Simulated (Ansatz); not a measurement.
A structure of GeSe relaxed with PBEsol (plane waves to 420 eV, PAW, scalar-relativistic; Ansatz, a program for electronic structure); single points at other levels follow on the same geometry (Ansatz, PAW; HSE06 at 420 eV on a 4×6×4 k-mesh; no spin-orbit coupling). Space group Pnma (No. 62).

```
CELL_PARAMETERS angstrom
      7.82810     0.00000     0.00000
      0.00000     3.85068     0.00000
      0.00000     0.00000     5.75595
ATOMIC_POSITIONS crystal
  Ge 0.88717 0.75000 0.32125
  Ge 0.38717 0.75000 0.17875
  Ge 0.11283 0.25000 0.67875
  Ge 0.61283 0.25000 0.82125
  Se 0.33298 0.75000 0.62170
  Se 0.83298 0.75000 0.87830
  Se 0.66702 0.25000 0.37830
  Se 0.16702 0.25000 0.12170
```

```csv
level,gap (eV),kind,conduction minimum
PBEsol,0.14,indirect,T
HSE06,?,–,?
```

### Question
What belongs in the gaps?

### Answer

- HSE06, gap (eV): 0.64
- HSE06, conduction minimum: T

HSE06 gaps come from a coarse mesh plus a few chosen points, so they may be too large. No spin polarisation in the result.

The run could not lose the symmetry of its start; a randomly shaken copy of 8 atoms returns to this structure.

The first start was generated by placing the elements on the sites of a structure type. A measured structure of GeSe has the same space group, Pnma (No. 62); the sites were not compared with it.
